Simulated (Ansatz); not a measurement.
## Property card for GaSb

GaSb:
Space group Pm-3m (No. 221); a = b = c = 3.5365 Å, α = β = γ = 90.00°

| atom | site | symmetry | x | y | z |
|---|---|---|---|---|---|
| Ga | 1a | m-3m | 0.0000 | 0.0000 | 0.0000 |
| Sb | 1b | m-3m | 0.5000 | 0.5000 | 0.5000 |

Space group Pm-3m (No. 221), CsCl type; conventional cell a = b = c = 3.5365 Å, α = β = γ = 90.00°.

Method: DFT-PBEsol in the program Ansatz with PAW potentials. Geometry: relaxed at this level of theory. Other levels are named where they apply.

**Cell and energy**

```
Quantity                                                     Result
-----------------------------------------------------  ------------
Volume per atom                                            22.12 Å³
Density                                                  7.19 g/cm³
Formation energy from the elements (no fitted shifts)  0.11 eV/atom
```

**Electronic structure**

```
Quantity                                                                     Value
------------------------------------  --------------------------------------------
Electronic character                                             metallic (no gap)
Density of states at the Fermi level  0.53 states/eV per atom (mean over ±0.08 eV)
Gap with spin–orbit coupling                                       none (metallic)
```

**Mechanics**

```
Quantity                                                               Result
-------------------------------------  --------------------------------------
Bulk modulus (Birch–Murnaghan fit)                                   61.1 GPa
Pressure derivative B′                                                    5.8
Elastic constants (relaxed ions, GPa)      C11 = 52.8, C12 = 65.6, C44 = 15.1
Mechanical stability                   unstable (C has a negative eigenvalue)
```

**Phonons**

```
Quantity                                        Value
-----------------------------  ----------------------
Highest zone-centre frequency                 97 cm⁻¹
Zone-centre stability          no imaginary mode at Γ
```

The cell is a constructed one: a structure type filled with these elements; neither database checked (COD, Materials Project) lists it. It is not the phase usual at ambient conditions (space group No. 216). The cell was relaxed with PBEsol under the symmetry of its start. As this level gives no gap, shear constants depend on the k-mesh and smearing (Fermi–Dirac, 0.1 eV here). As this level gives no gap, phonon frequencies hold no LO–TO term and depend on the k-mesh and smearing (Fermi–Dirac, 0.1 eV here). On the denser mesh and wider smearing of the elastic run this cell carries a stress of 0.3 GPa. The references are the lowest solids computed at this level, not always the standard phases. Scalar-relativistic: spin–orbit coupling is off unless named, which matters more the heavier the elements.

Potentials: the earlier of the program's two PAW sets. The files were generated under PBE; for other functionals the program regenerates the frozen cores, and for LDA and PBEsol the local potential too.
